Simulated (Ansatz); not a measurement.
The start is a randomly generated symmetric cell of SnO2 (space group No. 166). A full variable-cell relaxation at zero pressure is run with r2SCAN (plane waves to 500 eV, PAW, scalar-relativistic; Ansatz, a program for electronic structure). The first steps use a coarse 6×6×6 k-mesh.

The start:
```
CELL_PARAMETERS angstrom
      3.20411     1.84989     2.27323
     -3.20411     1.84989     2.27323
      0.00000    -3.69978     2.27323
ATOMIC_POSITIONS crystal
  O  0.00000 0.00000 0.50000
  O  0.50000 0.00000 0.00000
  O  0.00000 0.50000 0.00000
  O  0.00000 0.00000 0.00000
  Sn 0.64199 0.64199 0.64199
  Sn 0.35801 0.35801 0.35801
```

Question: How much energy is released per atom?

Answer: About 1.8 eV/atom.

Question: How does the volume change?

Answer: +13.4 %, from 13.47 to 15.28 Å³/atom.

Question: Is the relaxed structure metallic? Give its gap.

Answer: Zero (metallic).

Question: Write out the relaxed structure.

Answer: 
```cif
data_O12Sn6
_chemical_formula_sum 'O12 Sn6'
_space_group_name_H-M_alt 'R-3m :H'
_space_group_IT_number 166
_space_group_name_Hall '-R 3 2"'
_cell_length_a 6.54185
_cell_length_b 6.54185
_cell_length_c 7.42233
_cell_angle_alpha 90.000
_cell_angle_beta 90.000
_cell_angle_gamma 120.000
loop_
_atom_site_label
_atom_site_type_symbol
_atom_site_symmetry_multiplicity
_atom_site_Wyckoff_symbol
_atom_site_fract_x
_atom_site_fract_y
_atom_site_fract_z
_atom_site_occupancy
O1 O 9 d 0.50000 0.50000 0.50000 1
O2 O 3 a 0.00000 0.00000 0.00000 1
Sn1 Sn 6 c 0.00000 0.00000 0.27478 1
```
(The calculation used a cell of 6 atoms; values per cell refer to that cell.)

The space group stays R-3m (No. 166) (the run could not lower it), with 6 atoms in the primitive cell. Final values are on a 10×10×10 k-mesh of the relaxed cell. The start holds a very short contact (Sn–Sn 1.94 Å). No spin polarisation in the result. A trial with spin found a lower state than this one, so it is not the electronic ground state.

The run could not lose the symmetry of its start.

The first start was generated by a random draw of sites in a space group. Materials Project lists a structure of SnO2 in the same space group, R-3m (No. 166); the sites were not compared with it, nor with measured phases. Known forms of SnO2 include space group No. 136.
